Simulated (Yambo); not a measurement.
Yambo run on Rb$_{2}$PtC$_{2}$ (space group P-3m1, No. 164). The wavefunctions are PBEsol (Quantum ESPRESSO, PseudoDojo norm-conserving, 84 Ry, no spin-orbit coupling) ones on a 3×3×2 mesh (22 occupied bands); a = 5.4059 Å, b = 5.4059 Å, c = 5.2008 Å, α = 90.00°, β = 90.00°, γ = 120.00°.

Yambo input:

```
rim_cut
HF_and_locXC
RandQpts= 1000000
RandGvec= 1 Ry
EXXRLvcs= 84 Ry
VXCRLvcs= 336 Ry
% QPkrange
 1 | 1 | 22 | 23 |
 2 | 2 | 22 | 23 |
 4 | 4 | 22 | 23 |
 5 | 5 | 22 | 23 |
 6 | 6 | 22 | 23 |
%
```

k points by index: 1 = Γ, 2 = A, 4 = (0, 0.333, -0.5), 5 = K, 6 = H.

Table of the .hf output:

```
#    K-point    Band    Eo [eV]    Ehf [eV]    Vxc [eV]    Vnlxc [eV]
#
    1    22    -1.424237    -6.208023    -19.30260    -24.08639
    1    23    3.284193    7.119662    -9.414554    -5.579084
    2    22    0.000000    -3.254292    -18.28791    -21.54220
    2    23    1.742471    5.686162    -10.22630    -6.282605
    4    22    -0.776469E-3    -3.247749    -18.25798    -21.50495
    4    23    1.241554    4.760277    -9.575794    -6.057072
    5    22    -1.466893    -6.179765    -18.99027    -23.70315
    5    23    2.318594    5.911514    -8.176694    -4.583774
    6    22    -0.044573    -3.220579    -17.93278    -21.10879
    6    23    1.508886    5.038667    -10.01363    -6.483849
```
Exchange alone, without screening.

Geometry of the Materials Project entry, not relaxed at this level.
